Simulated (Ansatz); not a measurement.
Input and command of a plane-wave DFT calculation in Ansatz:

```yaml
crystal:
  lattice:
    - [4.086668, 0.0, 0.0]
    - [0.0, 4.086668, 0.0]
    - [0.0, 0.0, 4.086668]
  atoms:
    - { symbol: Ti, position: [0.5, 0.5, 0.0], spin: 1.0 }
    - { symbol: Ti, position: [0.0, 0.5, 0.5] }
    - { symbol: Ti, position: [0.5, 0.0, 0.5] }
    - { symbol: O, position: [0.0, 0.5, 0.0] }
    - { symbol: O, position: [0.5, 0.0, 0.0] }
    - { symbol: O, position: [0.0, 0.0, 0.5] }
basis:
  ecutwfc: 500
kpoints:
  mp_grid: { grid: [4, 4, 4] }
hamiltonian:
  xc: r2scan
scf:
  occupations: { method: gaussian, width: 0.1 }
output:
  forces: true
  stress: true
  eigenvalues: true
  populations: true
magnetization:
  spin_polarized: true
```

```bash
ansatz run input.yaml --threads 1 --pin off --max-ram 2560MiB --backend cpu --events-out ev --progress --plain --runs-dir out
```

Processor: Intel(R) Xeon(R) Processor @ 2.50GHz (Skylake/Cascade Lake), 1 thread, on a host shared with other jobs.

Q: Estimate time, memory and problem size.

A: About 41 s on 1 thread of Intel(R) Xeon(R) Processor @ 2.50GHz (Skylake/Cascade Lake), with other jobs on the host, peak memory 0.56 GiB. It solves 34 bands at 18 k points (the mesh reduced by symmetry) with about 1743 plane waves, in 20 SCF iterations.
